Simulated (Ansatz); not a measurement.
AlRu: a vibration from a frozen displacement

Method: DFT LDA, scalar-relativistic, plane waves, PAW (Ansatz 0.2.0). Cutoff 420 eV, Γ-centred 16×16×16 k-points, Gaussian smearing of 0.15 eV. No spin polarisation. Energies are free energies at this smearing, counted from the undisturbed cell; pressure is positive in compression.

The starting cell (as given, not relaxed at this level; it stands at -8.1 GPa, and it needn't be the usual structure):

```
CELL_PARAMETERS angstrom
2.99160 0.00000 0.00000
0.00000 2.99160 0.00000
0.00000 0.00000 2.99160
ATOMIC_POSITIONS crystal
Al 0.00000 0.00000 0.00000
Ru 0.50000 0.50000 0.50000
```

Every Al atom is moved by x along the Cartesian unit vector (0.000, 1.000, 0.000); the cell and all other atoms stay fixed. The cell's volume is 26.77 Å³; the moved atoms weigh 26.982 u together and the others 101.070 u. Some rows repeat others by symmetry and weren't run.

```csv
x (Å),ΔE (meV/cell),total force on the moved atoms along the move (eV/Å),pressure (GPa)
-0.1000,35.35,0.7063,-7.3360
-0.0875,27.07,0.6183,-7.5129
-0.0750,19.89,0.5302,-7.6664
-0.0625,13.82,0.4419,-7.7965
-0.0500,8.84,0.3536,-7.9030
-0.0375,4.98,0.2653,-7.9859
-0.0250,2.21,0.1768,-8.0451
-0.0125,0.55,0.0884,-8.0807
0.0000,0.00,0.0000,-8.0925
0.0125,0.55,-0.0884,-8.0807
0.0250,2.21,-0.1768,-8.0451
0.0375,4.98,-0.2653,-7.9859
0.0500,8.84,-0.3536,-7.9030
0.0625,13.82,-0.4419,-7.7965
0.0750,19.89,-0.5302,-7.6664
0.0875,27.07,-0.6183,-7.5129
0.1000,35.35,-0.7063,-7.3360
```

What frequency belongs to this motion?

The force constant is k = −dF/dx = 7.072 eV/Å², from the parabola through x = -0.0125, 0 and 0.0125. In every cell the moved atoms swing against the rest, so the mass is μ = m₁m₂/(m₁ + m₂) = 21.296 u, and ν̃ = 521.5 cm⁻¹ × √(|k|/μ) = 301 cm⁻¹, at this cell's pressure of -8.1 GPa. To first order in x, and within 1 %, the force on every atom lies along the move and, within each of the two groups, in proportion to the atom's mass, so this is itself a mode at the zone centre of this cell.

How far does the harmonic law reach?

At x = -0.100 Å, kx²/2 = 35.36 meV against the computed 35.35 meV (-0.0 %): the well is still close to harmonic there.

The pressure changes with x². What does that say about the frequency under compression?

With E = k(V)x²/2, k ∝ V^(−2γ) and x scaling with the cell as V^(1/3), P − P0 = −∂E/∂V = (2γ − 2/3) ΔE/V. At x = 0.0250 Å, V(P − P0) = 26.77 × 0.04744 / 160.2 eV = 7.93 meV and ΔE = 2.21 meV, so γ = 1/3 + V(P − P0)/(2ΔE) = 2.13. This is the Grüneisen parameter of the motion under uniform scaling of the cell: shrinking the cell evenly by 1 % in volume raises the frequency by about 2.13 %.

In a metal these slopes depend on the k mesh and the smearing.

Cost: 9 runs of about 3.2 core-minutes in all, on Intel Xeon Processor @ 2.50GHz (Skylake/Cascade Lake) (shared hosts).